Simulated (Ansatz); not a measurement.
**Squeezing SiW (CsCl type)**

```
CELL_PARAMETERS angstrom
3.01306 0.00000 0.00000
0.00000 3.01306 0.00000
0.00000 0.00000 3.01306
ATOMIC_POSITIONS crystal
W 0.00000 0.00000 0.00000
Si 0.50000 0.50000 0.50000
```

The cell comes from a relaxation on PAW files under the same functional, begun from a prototype that needn't be the stable phase.

Its volume is scaled at fixed shape and fractional positions.

Computed with Ansatz 0.2.0; functional LDA, scalar-relativistic. Settings: a Γ-centred 13×13×13 k mesh, Fermi–Dirac smearing of 0.05 eV, no spin polarisation. Methods: LAPW: all electrons, basis error target 1 meV/atom; PAW: frozen-core files, cutoff 420 eV; crystal datasets: all electrons, by PAW datasets that the program makes for each cell; norm-conserving: pseudopotentials, cutoff 952 eV; PAW (cutoff 1000 eV): frozen-core files, cutoff 1000 eV.

Energies are extrapolated to zero smearing and count from the unscaled cell; pressure is positive in compression; gaps take the mesh and a band path. No temperature or zero-point motion is included.

Spin–orbit coupling is left out, which matters for the heavy atoms. The PAW files were made under PBE. The structure type is held throughout; the real material can change phase at far lower pressure.

| V/V0 | V (Å³/atom) | P LAPW (GPa) | ΔE LAPW (eV/atom) | P PAW − LAPW (GPa) | ΔE PAW − LAPW (meV/atom) |
| --- | --- | --- | --- | --- | --- |
| 1.00 | 13.68 | -0.03 | 0.000 | 0.06 | 0.0 |
| 0.95 | 12.99 | 14.67 | 0.029 | 0.14 | 0.4 |
| 0.85 | 11.63 | 57.9 | 0.324 | 0.44 | 2.8 |
| 0.75 | 10.26 | 132.6 | 1.107 | 1.07 | 8.9 |
| 0.65 | 8.89 | 263.6 | 2.741 | 2.35 | 22.7 |
| 0.55 | 7.52 | ? | 5.914 | 5.08 | 52.7 |
| 0.45 | 6.15 | ? | 12.058 | 10.65 | 116.6 |
| 0.40 | 5.47 | 1430 | 17.165 | 13.92 | 169.3 |

(1) Fill in "P LAPW (GPa)" for the row "0.55".

(2) Give the missing entry: row "0.45", column "P LAPW (GPa)".

(3) Fit the Vinet equation to the LAPW pressures over the whole range, with residuals weighted by 1/(|P| + 0.03·Pmax).

(4) At the smallest volume, how far do crystal datasets and norm-conserving and PAW (cutoff 1000 eV) lie from LAPW in pressure?

(5) How do the Löwdin populations by LAPW change from the unscaled cell to the last row?

Answers

(1) 506.3.

(2) 995.0.

(3) V0 = 13.69 Å³/atom, B0 = 245 GPa and B0′ = 4.49, and the fit misses no point by more than 13 GPa. A fit over so wide a range pins B0 less well than one near rest.

(4) crystal datasets: 0.00 GPa; norm-conserving: -11.53 GPa; PAW (cutoff 1000 eV): +13.80 GPa, on a LAPW pressure of 1430 GPa.

(5) W 5s 1.95 → 1.79, W 6s 0.63 → 0.51, W 5p 5.98 → 5.83, W 5d 5.34 → 6.90, Si 2s 1.99 → 1.93, Si 3s 1.18 → 0.64, Si 3p 2.80 → 2.22 electrons an atom. These are projections on the shells that the free atoms fill; 0.14 e a cell lies outside them at the start and 0.26 e at the end.
